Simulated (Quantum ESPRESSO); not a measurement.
# Band energies of Li$_{4}$SrP$_{2}$

```xyz
7
Lattice="2.1369 1.2338 7.8447 -2.1369 1.2338 7.8447 0.0000 -2.4675 7.8447" Properties=species:S:1:pos:R:3 pbc="T T T"
Li     0.0000     0.0000    10.1157
Li     0.0000     0.0000    13.4183
Li     0.0000     0.0000     3.2472
Li     0.0000     0.0000    20.2868
P      0.0000     0.0000    17.7571
P      0.0000     0.0000     5.7770
Sr     0.0000     0.0000     0.0000
```

PBEsol (pw.x of Quantum ESPRESSO, ONCV potentials, without SOC); path ΓLB1,BZΓX,QFP1Z,LP; energies in eV from the valence-band maximum.

```csv
k (1/Å),point,band 12,band 13,band 14,band 15,band 16,band 17,band 18,band 19
0.00,Γ,-0.61,-0.61,-0.31,0.00,0.00,1.66,2.93,3.03
0.21,,-1.03,-0.78,-0.64,-0.40,-0.20,1.83,2.77,3.48
0.64,,-2.48,-1.96,-1.49,-0.95,-0.75,1.64,2.65,3.60
0.86,L,-2.66,-1.68,-1.61,-1.16,-0.83,1.59,2.46,3.81
1.13,,-2.59,-1.94,-1.57,-1.35,-1.14,1.88,2.35,4.02
1.40,B1,-2.50,-2.17,-1.75,-1.16,-1.14,1.28,3.16,4.15
1.40,B,-2.50,-2.17,-1.75,-1.16,-1.14,1.28,3.16,4.15
1.58,,-2.50,-1.92,-1.50,-1.22,-1.02,1.31,2.92,4.02
1.96,,-2.07,-1.19,-1.17,-0.85,-0.75,2.40,2.85,3.53
2.14,,-2.07,-0.71,-0.67,-0.48,-0.42,2.90,3.15,3.43
2.33,Z,-2.13,-0.43,-0.43,-0.23,-0.23,2.94,3.08,3.08
2.53,,-1.08,-0.54,-0.54,-0.09,-0.09,2.48,3.07,3.09
2.73,Γ,-0.61,-0.61,-0.31,0.00,0.00,1.66,2.93,3.03
2.90,,-0.86,-0.75,-0.41,-0.36,-0.14,1.77,2.99,3.02
3.06,,-1.36,-1.35,-0.90,-0.52,-0.51,2.00,2.89,3.23
3.40,,-2.10,-1.98,-1.80,-1.36,-0.94,2.18,2.82,2.94
3.73,X,-2.49,-2.19,-1.76,-1.18,-1.14,1.30,3.21,3.97
3.73,Q,-2.49,-2.19,-1.76,-1.18,-1.14,1.30,3.21,3.97
4.20,F,-2.34,-1.40,-1.17,-1.14,-1.11,0.90,2.15,3.11
4.20,P1,-2.39,-1.47,-1.32,-1.10,-1.02,1.04,2.20,3.26
4.33,,-2.34,-1.38,-1.36,-1.02,-0.98,1.11,2.30,3.30
4.47,,-2.23,-1.37,-1.20,-1.10,-0.87,1.49,2.48,3.35
4.74,,-2.03,-1.03,-0.79,-0.69,-0.52,2.59,3.04,3.47
5.01,Z,-2.13,-0.43,-0.43,-0.23,-0.23,2.94,3.08,3.08
5.01,L,-2.66,-1.68,-1.61,-1.16,-0.83,1.59,2.46,3.81
5.28,P,-2.39,-1.47,-1.32,-1.10,-1.02,1.04,2.20,3.26
```

The PBEsol gap is indirect, 0.90 eV, from Γ to F; the smallest direct gap is 1.66 eV.

Geometry of the Materials Project entry, not relaxed at this level.

The structure is a Materials Project entry; no match was found in the copy of COD used, and its stability was not checked.
